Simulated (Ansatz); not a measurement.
TiSnO:
```cif
data_O2Sn2Ti2
_chemical_formula_sum 'Ti2 Sn2 O2'
_space_group_name_H-M_alt 'P 1'
_space_group_IT_number 1
_cell_length_a 3.91655
_cell_length_b 3.91655
_cell_length_c 6.75178
_cell_angle_alpha 90.000
_cell_angle_beta 90.000
_cell_angle_gamma 90.000
loop_
_space_group_symop_operation_xyz
  'x, y, z'
loop_
_atom_site_label
_atom_site_type_symbol
_atom_site_fract_x
_atom_site_fract_y
_atom_site_fract_z
_atom_site_occupancy
Ti1 Ti 0.00000 0.50000 0.66964 1
Ti2 Ti 0.50000 0.00000 0.33036 1
Sn1 Sn 0.00000 0.00000 0.00000 1
Sn2 Sn 0.50000 0.50000 0.00000 1
O1 O 0.50000 0.00000 0.58914 1
O2 O 0.00000 0.50000 0.41086 1
```

Relaxed with PBEsol.

Decompose the optical modes at the zone centre into irreducible representations, and say which are infrared and Raman allowed.

Point group 4/mmm: Γ_opt = 2A1g + 2A2u + B1g + 3Eg + 2Eu. Infrared: A2u, Eu. Raman: A1g, B1g, Eg.

Assign frequencies (DFPT, plane-wave PAW PBEsol (Ansatz code)).

Eu 300i, Eg 158i, B1g 57, Eu 127, A2u 182, Eg 214, A1g 237, Eg 251, A1g 673, A2u 687 cm⁻¹.

Subscripts of B labels follow the axes of the standard setting.

Space group P4/nmm. The start of the workflow was typed in or built on a structure type; neither database checked (COD, Materials Project) lists it. Its standing as an ambient phase is unchecked. Symmetry was held in the PBEsol relaxation. At this level the phase is dynamically unstable (imaginary phonons). The workflow began spin-polarised and lost its moments. The compound may be a true metal, but semilocal functionals without U, or a wrong spin order, can also close a gap. As this level gives no gap, phonon frequencies hold no LO–TO term and depend on the k-mesh and smearing (Fermi–Dirac, 0.1 eV here). Spin–orbit coupling is left out wherever it is not named.

Potentials: the earlier of the program's two PAW sets. The files were generated under PBE; for other functionals the program regenerates the frozen cores, and for LDA and PBEsol the local potential too.
